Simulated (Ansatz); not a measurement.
SrZrO₃:
```
SrZrO3
1.0
    4.11123     0.00000     0.00000
    0.00000     4.11123     0.00000
    0.00000     0.00000     4.19216
Sr Zr O
1 1 3
Cartesian
  2.05561   2.05561   2.32222
  0.00000   0.00000   0.01704
  0.00000   0.00000   2.02054
  2.05561   0.00000   3.99096
  0.00000   2.05561   3.99096
```

DFT-PBEsol in the program Ansatz with PAW potentials gives a gap of 3.35 eV without spin–orbit coupling, maximum at R, minimum at Γ.

### Question
What happens when spin–orbit coupling is switched on?

### Answer
The gap stays essentially unchanged, to 3.35 eV; maximum at A, minimum at Γ.

### Question
Give the electron effective mass with spin–orbit coupling.

### Answer
0.42, 0.42, 2.7 mₑ (principal values).

Space group P4mm. The first step of the workflow began from a Materials Project structure, measured or hypothetical; the Crystallography Open Database copy checked does not list it. COD files the formula under space group No. 62, 63, 221, so this cell is another polymorph or a model. Whether it is the stable phase at ambient conditions was not checked. The PBEsol relaxation kept the symmetry of its start. At this level the phase is dynamically unstable (imaginary phonons). The run is not spin-polarised.

Potentials: the later of the program's two PAW sets.
